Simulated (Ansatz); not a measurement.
**What DFT gives for CdSb2Te4**

```yaml
crystal:
  lattice:
    - [0.00000, 6.26423, 0.00000]
    - [6.26423, 0.00000, 0.00000]
    - [3.13212, 3.13212, -6.25969]
  atoms:
    - { symbol: Cd, position: [0.00000, 0.00000, 0.00000] }
    - { symbol: Sb, position: [0.50000, 0.50000, 0.00000] }
    - { symbol: Sb, position: [0.75000, 0.25000, 0.50000] }
    - { symbol: Te, position: [0.37000, 0.39000, 0.74000] }
    - { symbol: Te, position: [0.61000, 0.11000, 0.26000] }
    - { symbol: Te, position: [0.89000, 0.87000, 0.74000] }
    - { symbol: Te, position: [0.13000, 0.63000, 0.26000] }
```

Level: PBE, no spin polarisation; 420 eV; 5×5×5 Γ-centred mesh; gaussian occupations (width 0.1111 eV); Ansatz 0.2.0, fixed geometry.

(1) Is it stable against the elements?

(2) What do density and ELF say about some of the short contacts?

(3) Give the Bader charges.

(4) Which atom feels the largest force, and which way?

(5) What is the character of the valence top and the conduction bottom?

(6) What is the band gap?

(7) Is the cell too large or too small?

Origin: a known structure type with other elements, at an estimated volume, so it need not be a known compound. Caveats: no spin-orbit coupling, which can shift this gap by tenths of an eV; atoms or cell far from equilibrium; the gap is not wide against the smearing.

Answers

(1) 0.24 eV an atom against the elements' usual phases (free molecules for gases, crystals otherwise, with no correction for O₂ or N₂), so at this geometry it isn't bound against them. Relaxing would lower it.

(2) Cd–Te at 2.75 Å: least valence density 0.36 e/Å³ and ELF 0.35 there. Sb–Te at 2.75 Å: least valence density 0.43 e/Å³ and ELF 0.55 there. Both are smooth PAW fields, read partly inside the augmentation spheres.

(3) Bader charges in e: Cd +0.45, Sb +0.57, Te -0.40. In the mean Sb gives up most and Te takes most.

(4) The largest is on Te4 (and as large on other atoms): 1.85 eV/Å, components (0.55, -1.66, 0.59). It makes 83° with the line to a nearest neighbour, Cd1 at 2.75 Å.

(5) Within 0.7 eV of the edges, the states project mainly on Te p (70 %) and Sb s (17 %) below the gap and on Sb p (48 %) and Te p (29 %) above it.

(6) The gap is 0.07 eV, indirect (the least direct gap found is 0.44 eV). A semilocal functional usually gives too small a gap.

(7) The pressure is 10.4 GPa (compression positive), so with the atoms held at these fractions the cell would first expand; the forces are large, so a full relaxation may end otherwise.
